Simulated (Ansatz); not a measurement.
According to the program Ansatz at the r²SCAN level (PAW), AlN in the cubic phase (Pm-3n; Al on 6d, N on 6c) relaxes to a = 5.328 Å. Against the elements it lies at -1488 meV/atom, with no fitted shifts.

It is gapped at this level: 3.01 eV (direct). The valence maximum lies at Γ and the conduction minimum at Γ. HSE06 on the same cell gives 3.95 eV. Electrons at the band edge weigh 0.33 mₑ (isotropic).

An equation-of-state fit gives a bulk modulus of 1700 kbar. The relaxed-ion elastic constants in GPa are C11 = 369, C12 = 71.2, C44 = 52.8. The elastic constants imply a Debye temperature near 783 K. Bader charges are Al +2.49, N -2.49 e.

The start of the workflow was typed in or built on a structure type; neither database checked (COD, Materials Project) lists it. It is not the phase usual at ambient conditions (space group No. 186, 216). Symmetry was held in the r²SCAN relaxation; whether a distortion lowers the energy is not shown. The references are the lowest solids computed at this level, not always the standard phases (solids in place of the gases).

Potentials: the earlier of the program's two PAW sets. The files were generated under PBE; for other functionals the program regenerates the frozen cores, and for LDA and PBEsol the local potential too.
